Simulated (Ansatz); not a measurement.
## Sensitivity of the gradients in HfO2 with nitrogen replacing O to the input

This input was run with Ansatz:

```yaml
crystal:
  lattice:
    - [0.0, 5.115, 5.115]
    - [5.115, 0.0, 5.115]
    - [5.115, 5.115, 0.0]
  atoms:
    - { symbol: Hf, position: [0.0, 0.0, 0.0] }
    - { symbol: Hf, position: [0.0, 0.0, 0.5] }
    - { symbol: Hf, position: [0.0, 0.5, 0.0] }
    - { symbol: Hf, position: [0.0, 0.5, 0.5] }
    - { symbol: Hf, position: [0.5, 0.0, 0.0] }
    - { symbol: Hf, position: [0.5, 0.0, 0.5] }
    - { symbol: Hf, position: [0.5, 0.5, 0.0] }
    - { symbol: Hf, position: [0.5, 0.5, 0.5] }
    - { symbol: "N", position: [0.125, 0.125, 0.125], spin: 1.0 }
    - { symbol: O, position: [0.125, 0.125, 0.625] }
    - { symbol: O, position: [0.125, 0.625, 0.125] }
    - { symbol: O, position: [0.125, 0.625, 0.625] }
    - { symbol: O, position: [0.625, 0.125, 0.125] }
    - { symbol: O, position: [0.625, 0.125, 0.625] }
    - { symbol: O, position: [0.625, 0.625, 0.125] }
    - { symbol: O, position: [0.625, 0.625, 0.625] }
    - { symbol: O, position: [0.375, 0.375, 0.375] }
    - { symbol: O, position: [0.375, 0.375, 0.875] }
    - { symbol: O, position: [0.375, 0.875, 0.375] }
    - { symbol: O, position: [0.375, 0.875, 0.875] }
    - { symbol: O, position: [0.875, 0.375, 0.375] }
    - { symbol: O, position: [0.875, 0.375, 0.875] }
    - { symbol: O, position: [0.875, 0.875, 0.375] }
    - { symbol: O, position: [0.875, 0.875, 0.875] }
magnetization:
  spin_polarized: true
kpoints:
  mp_grid: { grid: [3, 3, 3] }
scf:
  occupations: { method: fermi_dirac, width: 0.01 }
hamiltonian:
  xc: pbe
  pseudopotentials: { kind: paw }
  hubbard: { sites: [{ species: Hf, l: d, u_eff: 3.0 }], double_counting: fll }
output:
  forces: true
  stress: true
  populations: true
  efg:
    quadrupole_moments_barn: { Hf: 3.365, "N": 0.02044, O: -0.02558 }
    contact_densities: true
basis:
  ecutwfc: "250 eV"
```

It converged. Of its output the block on the nuclei alone is shown, without the SCF iterations, energies, forces and stress (one atom of each set):

```
--- PAW observables at the nuclei: V_zz in 10²¹ V/m², potentials from the cell's mean, atoms counted from 1 ---
  atom   1  Hf V_zz =    -6.669222   η = 0.0000   by run symmetry: allowed   C_q = -542.6435 MHz
            electrostatic potential = -14174.744922 V   contact ρ = 7528602.297179 e/Å³   contact ρ_s (e/Å³): all electrons -0.125230, valence -0.119334
  atom   4  Hf V_zz =    +0.658793   η = 0.0000   by run symmetry: allowed   C_q = +53.6029 MHz
            electrostatic potential = -14174.436324 V   contact ρ = 7528599.732635 e/Å³   contact ρ_s (e/Å³): all electrons -0.176090, valence -0.172502
  atom   9  N  V_zz =    +0.000000   η = 0.0000   by run symmetry: forbidden   C_q = +0.0000 MHz
            electrostatic potential = -523.001361 V   contact ρ = 1416.652565 e/Å³   contact ρ_s (e/Å³): all electrons +0.132261, valence +0.498884
  atom  10  O  V_zz =    -0.210894   η = 0.1187   by run symmetry: allowed   C_q = +0.1304 MHz
            electrostatic potential = -628.951093 V   contact ρ = 2157.212306 e/Å³   contact ρ_s (e/Å³): all electrons +0.001842, valence +0.015506
  atom  16  O  V_zz =    -0.000000   η = 0.0000   by run symmetry: forbidden   C_q = +0.0000 MHz
            electrostatic potential = -628.691596 V   contact ρ = 2157.505039 e/Å³   contact ρ_s (e/Å³): all electrons +0.042743, valence +0.112799
  atom  17  O  V_zz =    -0.000000   η = 0.0000   by run symmetry: forbidden   C_q = +0.0000 MHz
            electrostatic potential = -628.880643 V   contact ρ = 2157.236613 e/Å³   contact ρ_s (e/Å³): all electrons +0.014011, valence +0.029269
  atom  18  O  V_zz =    +0.888786   η = 0.1593   by run symmetry: allowed   C_q = -0.5497 MHz
            electrostatic potential = -628.907696 V   contact ρ = 2157.493157 e/Å³   contact ρ_s (e/Å³): all electrons +0.049325, valence +0.105600
  atom  24  O  V_zz =    -0.000000   η = 0.0000   by run symmetry: forbidden   C_q = +0.0000 MHz
            electrostatic potential = -628.903082 V   contact ρ = 2157.663467 e/Å³   contact ρ_s (e/Å³): all electrons +0.013370, valence +0.107740
```

Question: Can these gradients be trusted, and how do they compare with a run on standard settings?

Answer: Not as converged values. Against the standard input the change is `basis.ecutwfc`: not typed → 250 eV; `hamiltonian.hubbard`: not typed → {sites: [{species: Hf, l: d, u_eff: 3.0}], double_counting: fll}. A site carries the number of its first atom; V_zz in 10²¹ V/m².

| site | atom | V_zz standard | η standard | V_zz here | η here |
| --- | --- | --- | --- | --- | --- |
| Hf1 | 1 | -6.72 | 0.00 | -6.67 | 0.00 |
| Hf4 | 4 | 0.91 | 0.00 | 0.66 | 0.00 |
| N | 9 | 0.00 | – | 0.00 | – |
| O10 | 10 | -0.29 | 0.40 | -0.21 | 0.12 |
| O18 | 18 | 0.96 | 0.13 | 0.89 | 0.16 |

The largest change of V_zz is on Hf4, from 0.91 to 0.66. In per cent, |V_zz| changes by -1 on Hf (all sites that start above 2). Where |V_zz| stays above 0.1, η moves most on O10, from 0.40 to 0.12. Other sites without a gradient aren't listed. The absolute magnetisation of the cell goes from 0.1 to 1.0 μB. SCF iterations: 13 and 24. New warnings: cutoff below recommended, filled band counts differ across k points. In the changed run the cutoff of 250 eV lies below the one recommended for these PAW files, so its values aren't converged ones.

On the reference run: The defect repeats with the cell of 24 atoms, so it feels its images: sites between two images don't show the values beside a lone defect, and zeros or small values of η there can come from the images' arrangement. This high-symmetry form of HfO2 is unstable when cold, to shifts of the oxygen columns, towards the tetragonal form. The symmetry of the cell holds that distortion back, wholly or in part, and it would change the field gradients, the more the larger the distortion. The defect cell has no gap above 0.1 eV on its mesh, so the values can hang on the smearing and the k-mesh. Without spin–orbit coupling the gradients at and beside Hf can be off by some per cent, at some sites by more. The run lost most of its start moments on N; a state with other moments may lie lower. The neighbours have not yet relaxed around the defect (largest force 0.62 eV/Å), so a real crystal will differ.
